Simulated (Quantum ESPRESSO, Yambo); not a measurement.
**Levels of theory for the gap of CdOFH**

CdOFH (space group P2_1, No. 4, within 0.06 Å of Pmn2_1): one geometry, one set of PBEsol (Quantum ESPRESSO, PseudoDojo norm-conserving, 102 Ry, scalar-relativistic) orbitals, self-energies from Yambo (4×2×2 Γ-centred k mesh, bands 9 to 155 and a 7 Ry block in the screening, 155 bands in G with the Bruneval-Gonze terminator, plasmon pole fitted at 27.2 eV).

The geometry is that of Materials Project entry mp-1226809, symmetrised and not relaxed again.

```csv
level,"gap (0, 0, -0.5) → Γ (eV)",direct gap at Γ (eV),rough Yambo cost
PBEsol (Quantum ESPRESSO),1.74,1.79,–
exchange only (Hartree-Fock self-energy on PBEsol orbitals),11.67,11.72,about 1/6 (14 states)
static COHSEX@PBEsol,4.48,4.54,within a factor of two (3 states)
"G0W0@PBEsol, plasmon pole",3.67,3.73,1 (14 states)
"G0W0@PBEsol, multipole fit to 8 frequencies, no terminator",3.52,3.58,within a factor of two (3 states)
"G0W0@PBEsol, plasmon pole, no terminator",3.55,3.61,"about 1/10 (3 states, screening reused)"
```

Bare exchange has no screening and gives the widest gap; static COHSEX screens it but leaves out the frequency dependence, which G0W0 restores.

Costs are rough ratios of core time on shared machines.

Nearest settings tried, and what they do to the gap: 106 bands in W, 106 bands in G: +107 meV; 3 Ry block (59 vectors against 211): +26 meV. Not varied: mesh. So the settings aren't converged at that level.

Spin-orbit splittings are left out.

The structure is a Materials Project entry; no match was found in the copy of COD used, and its stability was not checked.
